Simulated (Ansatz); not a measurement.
**How BN (P6_3/mmc) stiffens under pressure**

```
CELL_PARAMETERS angstrom
2.48894 0.00000 0.00000
-1.24447 2.15549 0.00000
0.00000 0.00000 6.49446
ATOMIC_POSITIONS crystal
B 0.33333 0.66667 0.25000
B 0.66667 0.33333 0.75000
N 0.33333 0.66667 0.75000
N 0.66667 0.33333 0.25000
```

This is the zero-pressure cell. At each pressure cell and atoms are relaxed in this structure, and the constants are slopes of the stress at strains of ±0.005 with relaxed ions (the coefficients that govern stability under load). Level: LDA, PAW on Ansatz 0.2.0's default frozen-core files (fitted under PBE), scalar-relativistic; k mesh 10×10×4, strains of ±0.005, fixed occupations, cutoff 420 eV. P is the pressure of the relaxed cell, less that of this one.

```
P (GPa)    V/V₀  C11 (GPa)  C12 (GPa)  C13 (GPa)  C33 (GPa)  C44 (GPa)
   0.00  1.0000      917.1      219.2        2.4       27.6        5.3
   1.01  0.9694      947.8      228.9        4.3       38.0        6.9
   2.00  0.9475      971.4      236.8        6.4       49.3        8.6
   3.99       ?          ?          ?          ?          ?          ?
   7.01  0.8777     1057.8      269.0       17.4       95.8       16.0
  10.00  0.8502     1096.8      285.0       24.3      114.4       20.2
  15.00  0.8141     1153.2      309.9       37.5      142.5       27.9
```

Task: Does the bulk modulus from the constants agree with the pressure-volume curve?

Result: A third-order Birch-Murnaghan fit to the volumes shown (F against f, f = [(V₀/V)^(2/3) − 1]/2) gives B₀ = 27.9 GPa and B′ = 10.8. Its −V dP/dV stands beside the Reuss value 1/ΣS_ij (i, j ≤ 3):

| P (GPa) | from P(V) | from the constants |
| --- | --- | --- |
| 0.00 | 27.9 | 26.6 |
| 1.01 | 38.1 | 36.1 |
| 2.00 | 46.8 | 46.5 |
| 7.01 | 84.5 | 87.3 |
| 10.00 | 104.9 | 103.7 |
| 15.00 | 138.0 | 128.7 |

Task: What are the pressure derivatives at zero pressure?

Result: Slopes at V₀ of quadratic fits in −ln(V/V₀) through the first four rows shown, divided by B₀: dC11/dP = 34.3, dC12/dP = 10.4, dC13/dP = 1.6, dC33/dP = 11.0, dC44/dP = 1.7. The mean slopes up to 2.0 GPa are 27.1, 8.8, 2.0, 10.8, 1.7; curvature and scatter of the constants part the two.

Task: Fill the row at 3.99 GPa.

Result: Cubic fits in −ln(V/V₀) through all rows shown give C11 = 1011.4, C12 = 251.1, C13 = 10.6, C33 = 69.7, C44 = 11.6 GPa. Computed: V/V₀ = 0.9141, C11 (GPa) = 1010.6, C12 (GPa) = 250.8, C13 (GPa) = 10.5, C33 (GPa) = 67.0, C44 (GPa) = 11.7.

Task: Does a shear stiffness soften?

Result: C44 goes from 5.3 to 27.9 GPa; (C11 − C12)/2 goes from 349.0 to 421.7 GPa. Neither ends more than 3 % under its start, and the lattice stays mechanically stable over this range.

Keep in mind: no other phase was computed; many crystals of this kind change structure within this range, and rows or crossings beyond such a change describe a metastable lattice; frozen-core PAW files fitted under PBE, their cores solved anew for the functional of the run; no dispersion correction, so the spacing and stiffness between layers or molecules are poor; phonons weren't checked at these pressures.
